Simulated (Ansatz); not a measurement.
A: Au (fcc, Cu type), a = b = c = 4.124 Å, α = β = γ = 90.00°
B: Pt (fcc, Cu type), a = 3.940 Å, b = 3.940 Å, c = 3.940 Å, α = 90.00°, β = 90.00°, γ = 90.00°
C: Yb (fcc, Cu type), a = 5.202 Å, b = 5.202 Å, c = 5.202 Å, α = 90.00°, β = 90.00°, γ = 90.00°
D: GaN (zinc blende), a = 4.498 Å, b = 4.498 Å, c = 4.498 Å, α = 90.00°, β = 90.00°, γ = 90.00°

Scan: energy against volume (even scaling of the relaxed cell, symmetry kept). All come from one method, each on a k mesh of its own. All were relaxed with their symmetry unable to fall. Pt is run without spin polarisation. Spin-orbit coupling is left out. The relaxed volume of Yb is well below the measured one. Yb is run without spin polarisation. The filling of the f shell was not checked against other fillings, so treat energies with care. (This holds for the magnetic or f-shell members.)

Problem. Order them by bulk modulus (fitted) (lowest first) at the level r2SCAN (plane waves to 500 eV, PAW, scalar-relativistic; Ansatz, a quantum-chemistry and plane-wave program).

Solution. C (20.2 GPa), A (154 GPa), D (196 GPa), B (271 GPa)

(A scan under strain: stresses follow from slopes of the energy per volume, elastic moduli from its curvatures.)
